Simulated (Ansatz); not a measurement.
**Mg3Zn2O5: stable or not**

The cell was found from a structure generator's guess, not taken from experiment.

Method: DFT PBE, scalar-relativistic, plane waves, PAW (Ansatz 0.2.0). Settings of the last relaxation (10-atom cell): 420 eV, 10×10×10 k points, Gaussian smearing of 0.02 eV, no spin polarisation.

```yaml
crystal:
  lattice:
    - [-1.51784, 2.14094, 7.56935]
    - [1.51784, -2.14094, 7.56935]
    - [1.51784, 2.14094, -7.56935]
  atoms:
    - { symbol: Mg, position: [0.40042, 0.40042, 0.00000] }
    - { symbol: Mg, position: [0.59958, 0.59958, 0.00000] }
    - { symbol: Mg, position: [0.00000, 0.00000, 0.00000] }
    - { symbol: Zn, position: [0.80039, 0.80039, 0.00000] }
    - { symbol: Zn, position: [0.19961, 0.19961, 0.00000] }
    - { symbol: O, position: [0.09746, 0.59747, 0.50000] }
    - { symbol: O, position: [0.30241, 0.80241, 0.50000] }
    - { symbol: O, position: [0.50000, 0.00000, 0.50000] }
    - { symbol: O, position: [0.69759, 0.19759, 0.50000] }
    - { symbol: O, position: [0.90253, 0.40253, 0.50000] }
```

Energies over the elements count from the elements' standard structures at the same level (O₂ as a molecule), with no fitted energy shifts.

Question: These tests were run: energy against the elements; random kick, then relaxation without symmetry; elastic tensor. What do they show?

Answer:

```json
{"test": "energy against the elements", "result": "−2.122 eV/atom"}
{"test": "random kick, then relaxation without symmetry", "result": "returns"}
{"test": "elastic tensor", "result": "least eigenvalue 47 GPa"}
```

It fails none of these tests. Other phases of the system weren't compared here, so this isn't yet thermodynamic stability. Phonons away from Γ weren't computed.

The kick test ran on a coarse mesh. The run for the elastic tensor used a 10×10×10 k mesh.
